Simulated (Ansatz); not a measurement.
Equation of state of TaRu

```
Ta Ru
1.0
     3.05300    0.00000    0.00000
     0.00000    3.05300    0.00000
     0.00000    0.00000    3.38900
Ta Ru
1 1
Direct
  0.50000 0.50000 0.50000
  0.00000 0.00000 0.00000
```

The conventional cell has a = 3.053 Å, b = 3.053 Å, c = 3.389 Å, α = 90.00°, β = 90.00°, γ = 90.00°. Ta (atom 1) is surrounded by 8 Ru at 2.74 Å and 4 Ta at 3.05 Å. Ru (atom 2) is surrounded by 8 Ta at 2.74 Å and 4 Ru at 3.05 Å.

The geometry is COD entry 1523017, unchecked; take it as a test cell.

Spin polarisation is left out, and whether a magnetic state lies lower isn't shown here.

No spin–orbit coupling, which matters for the heavy atoms here.

Levels of theory: DFT, LDA, all-electron LAPW, scalar-relativistic (Ansatz 0.2.0); DFT, LDA, PAW with Ansatz's default frozen-core files, scalar-relativistic (Ansatz 0.2.0).

For LAPW: a Γ-centred 11×11×10 k mesh, Fermi–Dirac smearing of 0.05 eV, basis error target 0.5 meV/atom, no spin polarisation. PAW takes a cutoff of 420 eV at this cell (files made with PBE, cores remade for this functional). The Ansatz runs share mesh, smearing and spin set-up. Plane-wave (PAW) pressures include the program's estimate of the Pulay term.

The cell above is scaled evenly, with fractional coordinates and shape held.

```tsv
V/V(cell)	V (Å³/atom)	P, LAPW (GPa)	P, PAW (GPa)	free energy over the lowest listed, PAW (meV/atom)
0.9400	14.846	?	?	?
0.9800	15.478	-5.23	-5.34	0.0
1.0000	15.794	-10.31	-10.44	15.7
1.0100	15.952	-12.65	-12.79	27.1
1.0400	16.426	-18.95	-19.10	74.5
```

Problem. Fill in the row V/V(cell) = 0.9400.

Solution. P, LAPW (GPa) = 6.75, P, PAW (GPa) = 6.68, free energy over the lowest listed, PAW (meV/atom) = 1.8.

Problem. What do Birch–Murnaghan fits to the pressures give?

Solution. LAPW: V0 = 15.19 Å³/atom, B0 = 285 GPa, B0′ = 4.3; PAW: V0 = 15.18 Å³/atom, B0 = 287 GPa, B0′ = 4.3.

PAW's V0 lies -0.03 % from the all-electron value and its B0 0.5 %. With shape and internal coordinates held, B0 is an upper bound to the relaxed modulus.
